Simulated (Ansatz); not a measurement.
K$_{3}$NaS$_{2}$O$_{8}$:
```
K3NaS2O8
1.0
    5.66168     0.00000     0.00000
   -2.83084     4.90316     0.00000
    0.00000     0.00000     7.28929
K Na S O
3 1 2 8
Direct
  0.33333   0.66667   0.17450
  0.66667   0.33333   0.82550
  0.00000   0.00000   0.50000
  0.00000   0.00000   0.00000
  0.66667   0.33333   0.26811
  0.33333   0.66667   0.73189
  0.19102   0.80898   0.80391
  0.80898   0.19102   0.19609
  0.19102   0.38204   0.80391
  0.80898   0.61796   0.19609
  0.61796   0.80898   0.80391
  0.38204   0.19102   0.19609
  0.66667   0.33333   0.46875
  0.33333   0.66667   0.53125
```

Relaxed with r²SCAN. Special points in fractions of this cell's reciprocal vectors: Γ (0.000, 0.000, 0.000); M (0.500, 0.000, 0.000); K (0.333, 0.333, 0.000); A (0.000, 0.000, 0.500); L (0.500, 0.000, 0.500); H (0.333, 0.333, 0.500).

### Question
List the band energies nearest the valence-band maximum at these points for r²SCAN (plane waves, PAW; program Ansatz).

### Answer
In eV from the valence-band maximum; about four levels below and three above (degenerate sets whole), none deeper than 8.9 eV; points with the same levels are listed once.

| k | below | above |
|---|---|---|
| Γ | -0.16 -0.16 -0.11 -0.11 -0.10 | 6.37 8.67 8.67 |
| M | -0.40 -0.23 -0.13 0.00 | 8.28 8.51 9.05 |
| K | -0.43 -0.16 -0.16 -0.04 | 8.83 8.83 8.93 |
| A | -0.21 -0.10 0.00 0.00 | 7.42 7.55 8.81 |
| L | -0.36 -0.20 -0.19 -0.13 | 8.61 8.88 8.99 |
| H | -0.29 -0.22 -0.22 -0.21 | 8.79 9.08 9.08 |

Space group P-3m1. The first step of the workflow began from a Materials Project structure, measured or hypothetical; the Crystallography Open Database files this formula in space group No. 164, but the cells were not matched. Its standing as an ambient phase is unchecked. The cell was relaxed with r²SCAN under the symmetry of its start; its stability against distortions is not shown here.

Potentials: the later of the program's two PAW sets.
